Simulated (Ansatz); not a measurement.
Ansatz (a quantum-chemistry and plane-wave program) input:

Ansatz 0.2 input:
```yaml
crystal:
  lattice:
    - [-3.975741232, 3.975741232, 3.975741232]
    - [3.975741232, -3.975741232, 3.975741232]
    - [3.975741232, 3.975741232, -3.975741232]
  atoms:
    - { symbol: Sn, position: [0.2069124296, 0.2069124296, 0.2069124296] }
    - { symbol: Sn, position: [0.5, 0.0, 0.2930875704] }
    - { symbol: Sn, position: [0.2930875704, 0.5, 0.0] }
    - { symbol: Sn, position: [0.0, 0.2930875704, 0.5] }
    - { symbol: Sn, position: [0.7930875704, 0.7930875704, 0.7930875704] }
    - { symbol: Sn, position: [0.5, 0.0, 0.7069124296] }
    - { symbol: Sn, position: [0.7069124296, 0.5, 0.0] }
    - { symbol: Sn, position: [0.0, 0.7069124296, 0.5] }
kpoints:
  mp_grid: { grid: [13, 13, 13] }
hamiltonian:
  xc: pbesol
  pseudopotentials: { azcp: { folder: ./paw }, kind: paw }
scf:
  occupations: { method: fermi_dirac, width: 0.1 }
elastic: { mode: relaxed_ion, stencil: two_point, amplitude: 0.005, f_tol: 0.0005 }
```

Output (shortened):

```
Pseudopotential: Sn, paw, valence charge 14
Functional definition: PBEsol
Crystal: 8 atoms, lattice volume = 251.371 Å³
Basis set: ecut = 420 eV, 4921 PW (Γ), exchange–correlation on 96×96×96 points (8 copies of the dense FFT grid, shifted against one another)
Bands: 68, of which v1, the nominal top of the filled ones, is band 56 counted from 1 (55 counted from 0)
Symmetry: 24 space group operations
Space group: Ia-3 (ITA 206), of the structure as read, at distance tolerance 6.3e-5 Å
k-points: 119 of 2197
SCF 1 converged in 14 iterations: F = -47598.143793 eV  dr2 = 6.30e-15
relax step   1: F+E_penalty+E_count = -47598.14379339 eV  Δ(F+E_penalty+E_count) = +0.000e0 eV  max|allowed force component| = 1.059e-2 eV/Å  Δτ_max = 0.0000 Å  (14 SCF iters, accepted)
Crystal: 8 atoms, lattice volume = 251.371 Å³
SCF 2 converged in 13 iterations: F = -47598.143877 eV  dr2 = 1.06e-14
relax step   2: F+E_penalty+E_count = -47598.14387735 eV  Δ(F+E_penalty+E_count) = -8.396e-5 eV  max|allowed force component| = 7.359e-3 eV/Å  Δτ_max = 0.0039 Å  (13 SCF iters, accepted)
Crystal: 8 atoms, lattice volume = 251.371 Å³
SCF 3 converged in 9 iterations: F = -47598.143960 eV  dr2 = 9.09e-14
relax step   3: F+E_penalty+E_count = -47598.14396020 eV  Δ(F+E_penalty+E_count) = -8.285e-5 eV  max|allowed force component| = 9.313e-5 eV/Å  Δτ_max = 0.0016 Å  (9 SCF iters, accepted)
Crystal: 8 atoms, lattice volume = 251.371 Å³
SCF 4 converged in 8 iterations: F = -47598.143960 eV  dr2 = 9.14e-14
Crystal: 8 atoms, lattice volume = 250.114 Å³
Basis set: ecut = 420 eV, 4913 PW (Γ), exchange–correlation on 96×96×96 points (8 copies of the dense FFT grid, shifted against one another)
Symmetry: 8 space group operations
k-points: 343 of 2197
SCF 5 converged in 13 iterations: F = -47598.142214 eV  dr2 = 8.91e-15
relax step   1: F+E_penalty+E_count = -47598.14221388 eV  Δ(F+E_penalty+E_count) = +0.000e0 eV  max|allowed force component| = 3.098e-2 eV/Å  Δτ_max = 0.0000 Å  (13 SCF iters, accepted)
Crystal: 8 atoms, lattice volume = 250.114 Å³
SCF 6 converged in 10 iterations: F = -47598.142551 eV  dr2 = 3.27e-14
relax step   2: F+E_penalty+E_count = -47598.14255129 eV  Δ(F+E_penalty+E_count) = -3.374e-4 eV  max|allowed force component| = 5.570e-3 eV/Å  Δτ_max = 0.0032 Å  (10 SCF iters, accepted)
Crystal: 8 atoms, lattice volume = 250.114 Å³
SCF 7 converged in 8 iterations: F = -47598.142566 eV  dr2 = 6.99e-14
relax step   3: F+E_penalty+E_count = -47598.14256564 eV  Δ(F+E_penalty+E_count) = -1.435e-5 eV  max|allowed force component| = 7.210e-5 eV/Å  Δτ_max = 0.0005 Å  (8 SCF iters, accepted)
Crystal: 8 atoms, lattice volume = 250.114 Å³
SCF 8 converged in 3 iterations: F = -47598.142566 eV  dr2 = 6.79e-14
Crystal: 8 atoms, lattice volume = 252.627 Å³
Basis set: ecut = 420 eV, 4929 PW (Γ), exchange–correlation on 96×96×96 points (8 copies of the dense FFT grid, shifted against one another)
SCF 9 converged in 13 iterations: F = -47598.142453 eV  dr2 = 1.26e-14
relax step   1: F+E_penalty+E_count = -47598.14245319 eV  Δ(F+E_penalty+E_count) = +0.000e0 eV  max|allowed force component| = 2.991e-2 eV/Å  Δτ_max = 0.0000 Å  (13 SCF iters, accepted)
Crystal: 8 atoms, lattice volume = 252.627 Å³
SCF 10 converged in 10 iterations: F = -47598.142789 eV  dr2 = 2.26e-14
relax step   2: F+E_penalty+E_count = -47598.14278900 eV  Δ(F+E_penalty+E_count) = -3.358e-4 eV  max|allowed force component| = 7.573e-4 eV/Å  Δτ_max = 0.0027 Å  (10 SCF iters, accepted)
Crystal: 8 atoms, lattice volume = 252.627 Å³
SCF 11 converged in 7 iterations: F = -47598.142789 eV  dr2 = 2.73e-14
relax step   3: F+E_penalty+E_count = -47598.14278937 eV  Δ(F+E_penalty+E_count) = -3.696e-7 eV  max|allowed force component| = 1.553e-5 eV/Å  Δτ_max = 0.0001 Å  (7 SCF iters, accepted)
Crystal: 8 atoms, lattice volume = 252.627 Å³
SCF 12 converged in 3 iterations: F = -47598.142789 eV  dr2 = 5.22e-14
Crystal: 8 atoms, lattice volume = 251.369 Å³
Symmetry: 4 space group operations
k-points: 595 of 2197
SCF 13 converged in 14 iterations: F = -47598.143180 eV  dr2 = 2.49e-14
relax step   1: F+E_penalty+E_count = -47598.14317954 eV  Δ(F+E_penalty+E_count) = +0.000e0 eV  max|allowed force component| = 3.200e-2 eV/Å  Δτ_max = 0.0000 Å  (14 SCF iters, accepted)
Crystal: 8 atoms, lattice volume = 251.369 Å³
SCF 14 converged in 11 iterations: F = -47598.143642 eV  dr2 = 3.23e-14
relax step   2: F+E_penalty+E_count = -47598.14364221 eV  Δ(F+E_penalty+E_count) = -4.627e-4 eV  max|allowed force component| = 5.259e-3 eV/Å  Δτ_max = 0.0041 Å  (11 SCF iters, accepted)
Crystal: 8 atoms, lattice volume = 251.369 Å³
SCF 15 converged in 10 iterations: F = -47598.143705 eV  dr2 = 9.27e-14
relax step   3: F+E_penalty+E_count = -47598.14370466 eV  Δ(F+E_penalty+E_count) = -6.245e-5 eV  max|allowed force component| = 9.722e-4 eV/Å  Δτ_max = 0.0048 Å  (10 SCF iters, accepted)
Crystal: 8 atoms, lattice volume = 251.369 Å³
SCF 16 converged in 10 iterations: F = -47598.143703 eV  dr2 = 2.69e-14
relax step   4: F+E_penalty+E_count = -47598.14370346 eV  Δ(F+E_penalty+E_count) = +1.202e-6 eV  max|allowed force component| = 1.617e-3 eV/Å  Δτ_max = 0.0013 Å  (10 SCF iters, rejected (line search))
Crystal: 8 atoms, lattice volume = 251.369 Å³
SCF 17 converged in 9 iterations: F = -47598.143706 eV  dr2 = 2.55e-14
relax step   5: F+E_penalty+E_count = -47598.14370611 eV  Δ(F+E_penalty+E_count) = -1.454e-6 eV  max|allowed force component| = 3.688e-6 eV/Å  Δτ_max = 0.0006 Å  (9 SCF iters, accepted)
Crystal: 8 atoms, lattice volume = 251.369 Å³
SCF 18 converged in 3 iterations: F = -47598.143706 eV  dr2 = 5.29e-14
Crystal: 8 atoms, lattice volume = 251.369 Å³
SCF 19 converged in 14 iterations: F = -47598.143180 eV  dr2 = 2.46e-14
relax step   1: F+E_penalty+E_count = -47598.14317954 eV  Δ(F+E_penalty+E_count) = +0.000e0 eV  max|allowed force component| = 3.200e-2 eV/Å  Δτ_max = 0.0000 Å  (14 SCF iters, accepted)
Crystal: 8 atoms, lattice volume = 251.369 Å³
SCF 20 converged in 11 iterations: F = -47598.143705 eV  dr2 = 5.02e-14
relax step   2: F+E_penalty+E_count = -47598.14370549 eV  Δ(F+E_penalty+E_count) = -5.259e-4 eV  max|allowed force component| = 1.130e-3 eV/Å  Δτ_max = 0.0061 Å  (11 SCF iters, accepted)
Crystal: 8 atoms, lattice volume = 251.369 Å³
SCF 21 converged in 8 iterations: F = -47598.143706 eV  dr2 = 2.76e-14
relax step   3: F+E_penalty+E_count = -47598.14370611 eV  Δ(F+E_penalty+E_count) = -6.249e-7 eV  max|allowed force component| = 7.542e-5 eV/Å  Δτ_max = 0.0001 Å  (8 SCF iters, accepted)
Crystal: 8 atoms, lattice volume = 251.369 Å³
SCF 22 converged in 3 iterations: F = -47598.143706 eV  dr2 = 5.39e-14
SCF converged after 8 iterations
Stability not checked: this state was not tested for a lower state beside it, because too few of the mixer's solves of this state at the end of the SCF gave a …
Free energy (F): -47598.143960 eV
Harris-Foulkes:  -47598.143960 eV  (|F-HF|=0.00e0)
Internal energy: -47598.066774 eV  (E = F + TS)
E sigma→0 (E₀):  -47598.105367 eV
Entropy (-TS):   -0.077186 eV (-9.648 meV/atom)
Fermi energy:    8.646005 eV
--- Per-component energies (eV) ---
  E_band       = -887.415858
  E_kinetic    = 1345.730417
  E_local      = -9522.116723  (includes V_loc(G=0)·N_el)
  E_nonlocal   = 1175.244763
  E_hartree    = 4673.545650
  E_xc         = -996.254688
  E_vxc        = -641.624155  (∫ρ·V_xc dr)
  E_paw        = -34368.943956  (= ΣΔE_a)
  E_vpaw       = -2591.743798  (= ΣTr[D̂ρ^β])
  E_aug_tail   = 0.002314  (compensation charges beyond the density's cutoff)
  E_ewald      = -9907.553268
  E_core_change = 2.278716  (= ΣΔE_core)
  E_smearing   = -0.077186  (= −TS)
  E_closure    = 0.000000  (closes the sum)
  Σ components = -47598.143960   (vs F -47598.143960, Δ=0.00e0)
--- Forces (eV/Å), atoms counted from 1 ---
  atom   1  Sn    -0.00009313    -0.00009313    -0.00009313
  atom   2  Sn     0.00009313     0.00009313    -0.00009313
  atom   3  Sn    -0.00009313     0.00009313     0.00009313
  atom   4  Sn     0.00009313    -0.00009313     0.00009313
  atom   5  Sn     0.00009313     0.00009313     0.00009313
  atom   6  Sn    -0.00009313    -0.00009313     0.00009313
  atom   7  Sn     0.00009313    -0.00009313    -0.00009313
  atom   8  Sn    -0.00009313     0.00009313    -0.00009313
  max |Σ_I F_I| component: 5.12e-18 eV/Å
--- Stress (GPa, compression-positive) ---
        0.012921       0.000000       0.000000
        0.000000       0.012921       0.000000
        0.000000       0.000000       0.012921
  P = ⅓ Tr σ = 0.0129 GPa (0.129 kbar)
--- Band table (eV; the first three rows and the last of 119) ---
  k-point 0: bands = ["-12.9643", "-12.9569", "-12.9569", "-12.9569", "-12.9544", "-12.9544", "-12.9503", "-12.9503", "-12.8819", "-12.8819", "-12.8819", "-12.7822", "-12.7822", "-12.7822", "-12.7407", "-12.7407", "-12.7407", "-12.7126", "-12.7126", …
  k-point 1: bands = ["-12.9646", "-12.9617", "-12.9588", "-12.9562", "-12.9508", "-12.9502", "-12.9497", "-12.9482", "-12.8819", "-12.8812", "-12.8795", "-12.7859", "-12.7848", "-12.7833", "-12.7452", "-12.7411", "-12.7370", "-12.7136", "-12.7094", …
  k-point 2: bands = ["-12.9663", "-12.9655", "-12.9595", "-12.9546", "-12.9492", "-12.9474", "-12.9454", "-12.9394", "-12.8825", "-12.8794", "-12.8727", "-12.7940", "-12.7905", "-12.7864", "-12.7563", "-12.7433", "-12.7283", "-12.7183", "-12.7147", …
  k-point 118: bands = ["-12.9745", "-12.9742", "-12.9740", "-12.9143", "-12.9127", "-12.9122", "-12.9040", "-12.9040", "-12.9036", "-12.8339", "-12.8301", "-12.8296", "-12.7971", "-12.7915", "-12.7896", "-12.7802", "-12.7791", "-12.7749", "-12.7278", …
--- Elastic constants: 2 strain directions × 2 members + reference (group order 24) ---
  dense FFT box of the reference and of every strained cell: 48×48×48
  strains applied: 11, 23; error gains: componentwise 1.00 (the most a stress slope's error grows in a printed constant), spectral 1.73 (1 for all six strains …
  reference relaxed by the batch: 3 steps …
  largest displacement 2.3e-3 Å; the constants are those of the deck's cell at these positions:
  atoms:
    - { symbol: Sn, position: [0.20724691104240045, 0.20724691104240045, 0.20724691104240045] }
    - { symbol: Sn, position: [0.5, 0.0, 0.29275308895759955] }
    - { symbol: Sn, position: [0.29275308895759955, 0.5, 0.0] }
    - { symbol: Sn, position: [0.0, 0.29275308895759955, 0.5] }
    - { symbol: Sn, position: [0.7927530889575995, 0.7927530889575995, 0.7927530889575995] }
    - { symbol: Sn, position: [0.5000000000000001, 0.0, 0.7072469110424006] }
    - { symbol: Sn, position: [0.7072469110424006, 0.5000000000000001, 0.0] }
    - { symbol: Sn, position: [0.0, 0.7072469110424006, 0.5000000000000001] }
  C = ∂σ_k/∂η_j (tension-positive GPa; Voigt order 11 22 33 23 13 12):
        65.360     29.811     29.815      0.000      0.000      0.000
        29.815     65.360     29.811      0.000      0.000      0.000
        29.811     29.815     65.360      0.000      0.000      0.000
         0.000      0.000      0.000     12.900      0.000      0.000
         0.000      0.000      0.000      0.000     12.900      0.000
         0.000      0.000      0.000      0.000      0.000     12.900
  reference stress σ⁰ (GPa):     -0.013     -0.013     -0.013      0.000      0.000      0.000
  moduli (Voigt/Reuss/Hill, GPa): K = 41.66/41.66/41.66   G = 14.85/14.49/14.67   E = 39.39   ν = 0.342
  mechanically stable: yes (min eigenvalue of sym C = 12.90 GPa)
  strain η (Voigt 11):  stress-route row diagonal C_11 = 65.36 GPa, energy-path curvature d²(F+E_count+ΔE)/dδ²/Ω₀ = 65.36 GPa
         δ    σ_11 (GPa)             F (eV)   n_scf  n_hpsi   n_pw
    -5.000e-3      -0.3432      -47598.1425656       3  253610   4921   relax 3 steps, max|allowed force component| 7.21e-5 eV/Å
     5.000e-3       0.3104      -47598.1427894       3  253700   4973   relax 3 steps, max|allowed force component| 1.55e-5 eV/Å
  strain η (Voigt 23):  stress-route row diagonal C_44 = 12.90 GPa, energy-path curvature d²(F+E_count+ΔE)/dδ²/Ω₀ = 12.91 GPa
         δ    σ_23 (GPa)             F (eV)   n_scf  n_hpsi   n_pw
    -5.000e-3      -0.0645      -47598.1437061       3  443112   4941   relax 5 steps, max|allowed force component| 3.69e-6 eV/Å
     5.000e-3       0.0645      -47598.1437061       3  446086   4941   relax 3 steps, max|allowed force component| 7.54e-5 eV/Å
```

Cost: roughly 3 core-hours on shared cores.

The start of the workflow was typed in or built on a structure type; neither database checked (COD, Materials Project) lists it. It is not the phase usual at ambient conditions (space group No. 141). Symmetry was held in the PBEsol relaxation; whether a distortion lowers the energy is not shown. The volume moved by -15 % from the start of the relaxation. As this level gives no gap, shear constants depend on the k-mesh and smearing (Fermi–Dirac, 0.1 eV here). Scalar-relativistic: spin–orbit coupling is off unless named, which matters more the heavier the elements.

Potentials: the earlier of the program's two PAW sets. The files were generated under PBE; for other functionals the program regenerates the frozen cores, and for LDA and PBEsol the local potential too.

Ansatz is a plane-wave DFT program.
